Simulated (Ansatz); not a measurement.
Ansatz (a program for electronic structure) input:

Ansatz 0.2 input:
```yaml
crystal:
  lattice:
    - [0.0, 3.6085719752, 3.6085719752]
    - [3.6085719752, 0.0, 3.6085719752]
    - [3.6085719752, 3.6085719752, 0.0]
  atoms:
    - { symbol: Ca, position: [0.25, 0.25, 0.25] }
    - { symbol: Ca, position: [0.75, 0.75, 0.75] }
    - { symbol: H, position: [0.7624546451, 0.2375453549, 0.2375453549] }
    - { symbol: H, position: [0.2375453549, 0.7624546451, 0.7624546451] }
    - { symbol: H, position: [0.2375453549, 0.7624546451, 0.2375453549] }
    - { symbol: H, position: [0.7624546451, 0.2375453549, 0.7624546451] }
    - { symbol: H, position: [0.2375453549, 0.2375453549, 0.7624546451] }
    - { symbol: H, position: [0.7624546451, 0.7624546451, 0.2375453549] }
    - { symbol: Os, position: [0.0, 0.0, 0.0] }
kpoints:
  mp_grid: { grid: [4, 4, 4] }
hamiltonian:
  xc: hse06
  pseudopotentials: { kind: paw }
magnetization: { noncollinear: true, spin_orbit: true }
scf:
  n_extra_bands: 18
  occupations: { method: gaussian, width: 0.02 }
output:
  eigenvalues: true
  eigenstates:
    e_range: [-9.0, 14.0]
    kpoints:
      - [0.5, 0.25, 0.75]  # VBM
      - [0.5, 0.0, 0.5]  # CBM
      - [0.0, 0.0, 0.0]  # GAMMA
      - [0.5, 0.0, 0.5]  # X
      - [0.5, 0.5, 0.5]  # L
      - [0.5, 0.25, 0.75]  # W
      - [0.375, 0.375, 0.75]  # K
      - [0.625, 0.25, 0.625]  # U
```

Output (shortened):

```
Pseudopotentials: kind: paw_fr
Pseudopotential: Ca, paw_fr, valence charge 10
Pseudopotential: H, paw_fr, valence charge 1
Pseudopotential: Os, paw_fr, valence charge 16
Functional definition: HSE06
non-collinear run that drives no moment, with spin-orbit …
Crystal: 9 atoms, lattice volume = 93.980 Å³
Basis set: ecut = 420 eV, 1837 PW (Γ)
Bands: 60, of which v1, the nominal top of the filled ones, is band 42 counted from 1 (41 counted from 0)
Symmetry: 48 space group operations + 48 with time reversal
k-points: 8 of 64
Projection manifold: j_resolved (fully-relativistic pseudo-atomic orbitals)
PAW frozen core: Ca, regenerated for the run's functional, and the local potential with it
PAW frozen core: Os, regenerated for the run's functional, and the local potential with it
Initial density: superposition of atomic densities (chi_scale 0.1, normalization cell, long waves kept (reshape's long-wave potential 0.00 eV rms))
Initial wavefunctions: pseudopotential atomic-orbital guess
Eigensolver: davidson
Functional: x = pbe(κ = 0.804, μ = 0.2195149727645171), c = pbe(β = 0.06672455060314922), warm-up for x = pbe(κ = 0.804, μ = 0.2195149727645171) + 0.25 (exact − pbe) at short range (hse, ω = 0.20786987370883472 Å⁻¹), c = pbe(β = 0.06672455060314922); HSE06 as …
SCF 1 stopped early in 7 iterations: F = -15148.185276 eV  dr2 = 2.79e-5
Crystal: 9 atoms, lattice volume = 93.980 Å³
Projection manifold: j_resolved (fully-relativistic pseudo-atomic orbitals)
Initial density: handed on by an earlier stage of this run
Initial wavefunctions: those handed on with the density
Functional: x = pbe(κ = 0.804, μ = 0.2195149727645171) + 0.25 (exact − pbe) at short range (hse, ω = 0.20786987370883472 Å⁻¹), c = pbe(β = 0.06672455060314922); HSE06 as pw.x's `hse` composes it (authors' and Libxc's form: `xc: wpbeh`)
Exchange kernel: α = 0.2500, screened, ω = 0.2079 Å⁻¹, Wigner–Seitz truncation, v(0) = 1044.6088 eV·Å³, q-mesh 4×4×4, nearest image of the exchange supercell L …
Frozen-core exchange: fock
SCF 2 stopped early in 6 iterations: F = -15131.247354 eV  dr2 = 2.22e-6
hybrid outer 1: dexx = +1.837e-2 eV, tail = 3.33e-5 eV
Crystal: 9 atoms, lattice volume = 93.980 Å³
Projection manifold: j_resolved (fully-relativistic pseudo-atomic orbitals)
Exchange kernel: α = 0.2500, screened, ω = 0.2079 Å⁻¹, Wigner–Seitz truncation, v(0) = 1044.6088 eV·Å³, q-mesh 4×4×4, nearest image of the exchange supercell L …
Frozen-core exchange: fock
SCF 3 converged in 3 iterations: F = -15131.247328 eV  dr2 = 4.37e-8
hybrid outer 2: dexx = +1.339e-6 eV, tail = 1.06e-7 eV, Δε = 1.31e-3 eV (about 7.15e-5 eV left of the loop's levels)
hybrid SCF converged: 2 outer / 9 inner (+7 warm-up), last move |dexx| = 1.34e-6 eV, tail = 1.06e-7 eV
Stability not checked (fock_operator)
Magnetization: |M| = 0.0000 μB,  M = (+0.0000, +0.0000, +0.0000) μB
Absolute magnetization: 0.0000 μB (∫|m|)
  site 0: m = (+0.0000, +0.0000, +0.0000) μB, |m| = 0.0000 μB  (R = 1.05 Å)
  site 1: m = (+0.0000, +0.0000, +0.0000) μB, |m| = 0.0000 μB  (R = 1.05 Å)
  site 2: m = (+0.0000, +0.0000, +0.0000) μB, |m| = 0.0000 μB  (R = 0.71 Å)
  site 3: m = (+0.0000, +0.0000, +0.0000) μB, |m| = 0.0000 μB  (R = 0.71 Å)
  site 4: m = (+0.0000, +0.0000, +0.0000) μB, |m| = 0.0000 μB  (R = 0.71 Å)
  site 5: m = (+0.0000, +0.0000, +0.0000) μB, |m| = 0.0000 μB  (R = 0.71 Å)
  site 6: m = (+0.0000, +0.0000, +0.0000) μB, |m| = 0.0000 μB  (R = 0.71 Å)
  site 7: m = (+0.0000, +0.0000, +0.0000) μB, |m| = 0.0000 μB  (R = 0.71 Å)
  site 8: m = (+0.0000, +0.0000, +0.0000) μB, |m| = 0.0000 μB  (R = 0.71 Å)
Free energy (F): -15131.247328 eV
Frozen-core exchange: fock
Harris-Foulkes:  -15131.247328 eV  (|F-HF|=3.15e-8)
Internal energy: -15131.247328 eV  (E = F + TS)
E sigma→0 (E₀):  -15131.247328 eV
Fermi energy:    8.350238 eV
--- Per-component energies (eV) ---
  E_band       = -662.805390
  E_kinetic    = 1202.788748
  E_local      = -3394.426049  (includes V_loc(G=0)·N_el)
  E_nonlocal   = 125.406969
  E_hartree    = 1263.148884
  E_xc         = -478.531696
  E_vxc        = -556.392256  (∫ρ·V_xc dr)
  E_exx        = -119.992274  (= α·E_x^exact, valence–valence)
  E_paw        = -10737.859500  (= ΣΔE_a)
  E_vpaw       = -326.497909  (= ΣTr[D̂ρ^β])
  E_aug_tail   = -0.007206  (compensation charges beyond the density's cutoff)
  E_ewald      = -2989.108384
  E_core_change = -2.666820  (= ΣΔE_core)
  E_smearing   =  0.000000  (= −TS)
  E_closure    =  0.000000  (closes the sum)
  Σ components = -15131.247328   (vs F -15131.247328, Δ=-1.82e-12)
--- Band table (eV; the first three rows and the last of 8) ---
  k-point 0: bands = ["-80.7230", "-80.7230", "-48.0188", "-48.0188", "-35.9100", "-35.9100", "-35.8662", "-35.8662", "-35.6616", "-35.6616", "-35.6616", "-35.6616", "-15.7811", "-15.7811", "-15.6390", "-15.6390", "-15.3929", "-15.3929", "-15.3929", …
  k-point 1: bands = ["-80.7231", "-80.7231", "-48.0187", "-48.0187", "-35.9128", "-35.9128", "-35.8737", "-35.8737", "-35.6617", "-35.6617", "-35.6499", "-35.6499", "-15.7631", "-15.7631", "-15.6661", "-15.6661", "-15.3772", "-15.3772", "-15.3727", …
  k-point 2: bands = ["-80.7231", "-80.7231", "-48.0185", "-48.0185", "-35.9093", "-35.9093", "-35.8875", "-35.8875", "-35.6619", "-35.6619", "-35.6382", "-35.6382", "-15.7238", "-15.7238", "-15.7147", "-15.7147", "-15.3408", "-15.3408", "-15.3317", …
  k-point 7: bands = ["-80.7231", "-80.7231", "-48.0184", "-48.0184", "-35.9093", "-35.9093", "-35.8949", "-35.8949", "-35.6535", "-35.6535", "-35.6384", "-35.6384", "-15.7459", "-15.7459", "-15.7378", "-15.7378", "-15.3873", "-15.3873", "-15.3837", …
  band table: 60 of 60 bands, residual norms ≤ 1.0e-3 eV
```

The points marked VBM and CBM come from a semilocal run.

Space group Fm-3m. The first step of the workflow began from a Materials Project structure, measured or hypothetical; the Crystallography Open Database copy checked does not list it. Its standing as an ambient phase is unchecked. The cell was relaxed with HSE06 under the symmetry of its start; whether a distortion lowers the energy is not shown. The run is not spin-polarised.

Potentials: the later of the program's two PAW sets.

Ansatz is a plane-wave DFT program.
